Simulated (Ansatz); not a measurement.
## Computed properties of GaCl$_{3}$

GaCl₃:
```xyz
8
Lattice="-6.5259 0.0000 0.0000 -3.2618 -1.9647 -5.5525 -3.2625 -5.8024 0.0000" Properties=species:S:1:pos:R:3 pbc="T T T"
Ga    -3.2620    -1.5360    -0.5101
Ga    -9.7883    -6.2311    -5.0424
Cl    -8.1345    -1.9657    -5.5518
Cl    -4.9158    -5.8015    -0.0007
Cl    -6.5269    -2.7716    -0.9925
Cl    -6.5234    -4.9956    -4.5600
Cl    -9.7871    -5.7615    -2.9999
Cl    -3.2632    -2.0057    -2.5527
```

Space group C2/m (No. 12); conventional cell a = 11.605 Å, b = 6.526 Å, c = 6.750 Å, α = γ = 90.00°, β = 124.65°.

Method: the program Ansatz at the LDA level (PAW). Structure relaxed to zero pressure with the same functional. Other levels are named where they apply.

Cell and energy:

| Quantity | Value |
|---|---|
| Volume per atom | 26.28 Å³ |
| Density | 2.78 g/cm³ |
| Formation energy from the elements (no fitted shifts) | -1.04 eV/atom |

Electronic structure:

| Quantity | Result |
|---|---|
| Band gap | 3.83 eV (smallest direct gap 3.83 eV) |
| Valence-band maximum | off the standard path, at k = (0.000, -0.073, -0.094) in fractions of the reciprocal vectors |
| Conduction-band minimum | at Γ |
| Electron effective mass | 0.47, 0.53, 0.53 mₑ (principal values) |
| Electron effective mass with spin–orbit coupling | 0.47, 0.53, 0.53 mₑ (principal values) |
| Hole effective mass | 0.57, 6.0, 14 mₑ (principal values) |
| Hole effective mass with spin–orbit coupling | 0.52, 5.1, 27 mₑ (principal values) |
| HSE06 gap on the LDA cell | 5.62 eV |
| Gap with spin–orbit coupling | 3.81 eV |

Mechanics:

| Property | Result |
|---|---|
| Bulk modulus (Birch–Murnaghan fit) | 11.1 GPa |
| Pressure derivative B′ | 9.5 |

Dielectric response:

| Item | Result |
|---|---|
| Electronic dielectric constant ε∞ (DFPT) | 2.95 (xx), 3.27 (yy), 3.09 (zz) |
| Born charges (a third of the trace) | Ga +2.49, Cl -0.88 to -0.76 e |

Charges:

| Property | Result |
|---|---|
| Bader charges | Ga +1.47, Cl -0.51 to -0.48 e |

The workflow started from a Materials Project entry (that database holds measured and hypothetical structures alike); the Crystallography Open Database files this formula in space group No. 12, but the cells were not matched. Whether it is the stable phase at ambient conditions was not checked. The LDA relaxation kept the symmetry of its start; its stability against distortions is not shown here. A crystal of weakly bound molecules computed without a dispersion correction: the cell and the soft elastic constants depend strongly on that. Point labels and valley counts follow the cell and symmetry of the run, lower than the named group. The references are the lowest solids computed at this level, not always the standard phases (solids in place of the gases). Spin–orbit coupling is left out wherever it is not named.

Potentials: the later of the program's two PAW sets.
